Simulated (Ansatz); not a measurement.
This MgScC4N4 structure is the end of a relaxation. The cell was found from a structure generator's guess, not taken from experiment.

All numbers below come from Ansatz 0.2.0, DFT PBE, scalar-relativistic, plane waves, PAW. Cutoff 420 eV, Γ-centred mesh, Gaussian smearing, collinear spin.

```xyz
10
Lattice="6.3374 0.0000 0.0000 0.0000 6.3374 0.0000 0.0000 0.0000 6.3374" Properties=species:S:1:pos:R:3 pbc="T T T"
Mg    0.0000    0.0000    0.0000
Sc    3.1687    3.1687    3.1687
C     1.2573    1.2573    1.2573
C     1.2573    5.0801    5.0801
C     5.0801    1.2573    5.0801
C     5.0801    5.0801    1.2573
N     1.9353    1.9353    1.9353
N     1.9353    4.4021    4.4021
N     4.4021    1.9353    4.4021
N     4.4021    4.4021    1.9353
```

Formation energies are uncorrected and refer to the elements' standard structures at the same level (N₂ as a molecule).

Task: What space group does it have?

Result: P-43m (No. 215). Conventional cell: a = 6.337 Å. Mg has 4 C at 2.18 Å; Sc has 4 N at 2.14 Å; C has 1 N at 1.17 Å and 1 Mg at 2.18 Å; N is surrounded by 1 C at 1.17 Å and 1 Sc at 2.14 Å.

Task: What is its formation energy per atom?

Result: −0.03 eV/atom. The formation energy is too near zero to say whether this cell lies below the elements.

Task: Is it a metal?

Result: Yes, bands cross the Fermi level on the 6×6×6 mesh.

Task: Which magnetic moments does it keep?

Result: 0.10 μB per atom net, the space between the atoms included; by site: Sc 0.4 μB.

Task: From what recipe could a structure generator have reached it?

Result: One such recipe: two interpenetrating cyanide-bridged diamond nets (P-43m, No. 215). Other recipes can lead to the same cell.

The last run used collinear spin, a 6×6×6 mesh for its 10-atom cell and Gaussian smearing of 0.10 eV. The k mesh leaves some 4 meV/atom of noise in the energy of each metallic cell. The reference form of C is held partly by dispersion forces, which this level lacks. The magnetic state reached may not be the lowest. Symmetry constrained the relaxation, so the result can be a saddle point.
